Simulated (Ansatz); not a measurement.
Values for one crystal, relaxed and computed with DFT-r²SCAN in the program Ansatz with PAW potentials; other levels are named.

```yaml
volume_per_atom: 11.37 Å³
band_gap: 2.35 eV (direct)
HSE06 gap on the r²SCAN cell: 3.20 eV
Pressure derivative B′: 4.3
Hole effective mass, band 1 of 2 at the edge: 2.2 along x, 2.0 along z (mₑ)
Gap with spin–orbit coupling: 2.35 eV
Electron effective mass with spin–orbit coupling: 0.17, 0.19, 0.19 mₑ (principal values)
```

**Question.** Pick the material that matches.
A. AlN, P4/mmm (Al on 1c, N on 1a)
B. MgSe, wurtzite
C. GaN, wurtzite
D. Si3N4, Fd-3m (Si on 16c, Si on 8b, N on 32e)

**Answer.** C, GaN, wurtzite

Space group P6_3mc (wurtzite). The r²SCAN relaxation kept the symmetry of its start. Scalar-relativistic: spin–orbit coupling is off unless named, which matters more the heavier the elements.

Potentials: the later of the program's two PAW sets.
